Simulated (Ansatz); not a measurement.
A relaxation computed with Ansatz, from input to last step.

```yaml
crystal:
  lattice:
    - [-3.1371899071, 3.1371899071, 1.9637088939]
    - [3.1371899071, -3.1371899071, 1.9637088939]
    - [3.1371899071, 3.1371899071, -1.9637088939]
  atoms:
    - { symbol: Cr, position: [0.0, 0.0, 0.0], spin: 3.72 }
    - { symbol: Au, position: [0.6022096301, 0.2033549212, 0.8055645513] }
    - { symbol: Au, position: [0.3977903699, 0.7966450788, 0.1944354487] }
    - { symbol: Au, position: [0.2033549212, 0.3977903699, 0.6011452912] }
    - { symbol: Au, position: [0.7966450788, 0.6022096301, 0.3988547089] }
basis:
  ecutwfc: 420
kpoints:
  mp_grid: { grid: [10, 10, 10] }
hamiltonian:
  xc: pbesol
scf:
  occupations: { method: gaussian, width: 0.1 }
output:
  forces: true
  stress: true
  eigenvalues: true
  populations: true
magnetization:
  spin_polarized: true
relax:
  adjacent_minimum: "off"
  f_tol: 0.01
  max_steps: 30
  cell: { stress_tol: 0.1, fix: [volume] }
```

```bash
ansatz run input.yaml --threads 2 --pin off --max-ram 5120MiB --backend cpu --events-out ev --progress --plain --runs-dir out
```

These are results of DFT PBEsol, scalar-relativistic, plane waves, PAW (Ansatz 0.2.0), not measurements.

The volume is held at 0.94 times that of the relaxed cell.

Of 3 frames 3 are shown, positions in Å and forces in eV/Å; the SCF threshold varies from step to step. Steps run on the plane waves of an earlier cell, with a Pulay correction in the pressure. The basis is chosen afresh for the last frame, the zero of the energies, and at times for earlier ones too; energy and pressure step there, also at an unchanged geometry.

```xyz
5
Lattice="-3.1372 3.1372 1.9637 3.1372 -3.1372 1.9637 3.1372 3.1372 -1.9637" Properties=species:S:1:pos:R:3:forces:R:3 pbc="T T T" step=1 free_energy_over_end_meV_per_atom=0.02 pressure_GPa=11.72
Cr    0.0000    0.0000    0.0000    0.0000    0.0000    0.0000
Au    1.2759    3.7785    0.0000    0.0101    0.0079    0.0000
Au    1.8613   -0.6413    1.9637   -0.0101   -0.0079    0.0000
Au    2.4959    1.2759    0.0000   -0.0079    0.0101    0.0000
Au    0.6413    1.8613    1.9637    0.0079   -0.0101    0.0000
5
Lattice="-3.1394 3.1394 1.9610 3.1394 -3.1394 1.9610 3.1394 3.1394 -1.9610" Properties=species:S:1:pos:R:3:forces:R:3 pbc="T T T" step=2 free_energy_over_end_meV_per_atom=0.00 pressure_GPa=11.72
Cr    0.0000    0.0000    0.0000    0.0000    0.0000    0.0000
Au    1.2779    3.7822    0.0000   -0.0088   -0.0088    0.0000
Au    1.8615   -0.6428    1.9610    0.0088    0.0088    0.0000
Au    2.4966    1.2779    0.0000    0.0088   -0.0088    0.0000
Au    0.6428    1.8615    1.9610   -0.0088    0.0088    0.0000
5
Lattice="-3.1394 3.1394 1.9610 3.1394 -3.1394 1.9610 3.1394 3.1394 -1.9610" Properties=species:S:1:pos:R:3:forces:R:3 pbc="T T T" step=3 free_energy_over_end_meV_per_atom=0.00 pressure_GPa=11.72
Cr    0.0000    0.0000    0.0000    0.0000    0.0000    0.0000
Au    1.2779    3.7822    0.0000   -0.0088   -0.0088    0.0000
Au    1.8615   -0.6428    1.9610    0.0088    0.0088    0.0000
Au    2.4966    1.2779    0.0000    0.0088   -0.0088    0.0000
Au    0.6428    1.8615    1.9610   -0.0088    0.0088    0.0000
```

The run took 3.5 min on 2 threads of Intel(R) Xeon(R) Platinum 8259CL CPU @ 2.50GHz (Skylake/Cascade Lake), with other jobs on the host, peak memory 1.1 GiB.

Spin-orbit coupling is left out, which matters for the bands of heavy elements. Only parallel moments were tried here.